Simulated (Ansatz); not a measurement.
Li, one cell by several methods

```
Li
1.0
     3.11100    0.00000    0.00000
    -1.55550    2.69421    0.00000
     0.00000    0.00000    5.09300
Li
2
Direct
  0.33333 0.66667 0.25000
  0.66667 0.33333 0.75000
```

Atoms are numbered in the order listed.

The conventional cell has a = 3.111 Å, b = 3.111 Å, c = 5.093 Å, α = 90.00°, β = 90.00°, γ = 120.00°. Li (atom 1) has 12 Li at 3.11 to 3.12 Å as nearest neighbours.

The structure is an experimental refinement, used without relaxation.

Levels of theory: DFT, PBEsol, PAW with Ansatz's default frozen-core files, scalar-relativistic (Ansatz 0.2.0); DFT, PBEsol, all-electron PAW with datasets made for the crystal, scalar-relativistic (Ansatz 0.2.0); DFT, PBEsol, all-electron LAPW, scalar-relativistic (Ansatz 0.2.0).

For PAW: a Γ-centred 15×15×8 k mesh, Fermi–Dirac smearing of 0.03 eV, cutoff 420 eV, no spin polarisation; the PAW files were made with PBE, and the program remakes their frozen cores for this functional. The crystal-made all-electron datasets (AE datasets) take a cutoff of 100 eV at this cell. LAPW targets a basis error of 0.25 meV/atom. The Ansatz runs share mesh, smearing and spin set-up. Plane-wave (PAW) pressures include the program's estimate of the Pulay term.

Stress and pressure are positive in compression.

Levels count from the Fermi level.

```
                      quantity     PAW  AE datasets    LAPW
                pressure (GPa)   -0.69        -0.69   -0.69
highest filled level at A (eV)  -2.409       -2.408  -2.408
  lowest empty level at A (eV)   7.660        7.660   7.660
highest filled level at Γ (eV)  -0.008       -0.008  -0.008
  lowest empty level at Γ (eV)   2.733        2.732   2.732
```
